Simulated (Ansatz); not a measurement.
Input:

Ti$_{5}$Si$_{3}$:
```xyz
16
Lattice="7.3451 0.0000 0.0000 -3.6726 6.3611 0.0000 0.0000 0.0000 5.0176" Properties=species:S:1:pos:R:3 pbc="T T T"
Ti     0.0000     4.2407     0.0000
Ti     3.6726     2.1204     2.5088
Ti     3.6726     2.1204     0.0000
Ti     0.0000     4.2407     2.5088
Si     4.4648     0.0000     1.2544
Si     2.2324     3.8667     3.7632
Si    -2.2324     3.8667     1.2544
Si     2.8803     0.0000     3.7632
Si     1.4402     2.4944     1.2544
Si    -1.4402     2.4944     3.7632
Ti     1.8314     0.0000     1.2544
Ti     0.9157     1.5860     3.7632
Ti    -0.9157     1.5860     1.2544
Ti     5.5138     0.0000     3.7632
Ti     2.7569     4.7751     1.2544
Ti    -2.7569     4.7751     3.7632
```

This is the LDA-relaxed structure. Tensor components refer to the Cartesian frame of this cell.

Task: All from DFT-LDA in the program Ansatz with PAW potentials, unless another level is named. Give the Debye temperature from the elastic constants.

Result: 629 K.

Task: Next, the elastic constants (relaxed ions, GPa)?

Result: C11 = 307, C12 = 130, C13 = 63.5, C33 = 292, C44 = 98.8.

Space group P6_3/mcm. The workflow started from an entry of the Crystallography Open Database (COD). Whether it is the stable phase at ambient conditions was not checked. Symmetry was held in the LDA relaxation; its stability against distortions is not shown here. The run is not spin-polarised. As this level gives no gap, shear constants depend on the k-mesh and smearing (Fermi–Dirac, 0.1 eV here). On the denser mesh and wider smearing of the elastic run this cell carries a stress of 0.3 GPa.

Potentials: the later of the program's two PAW sets.
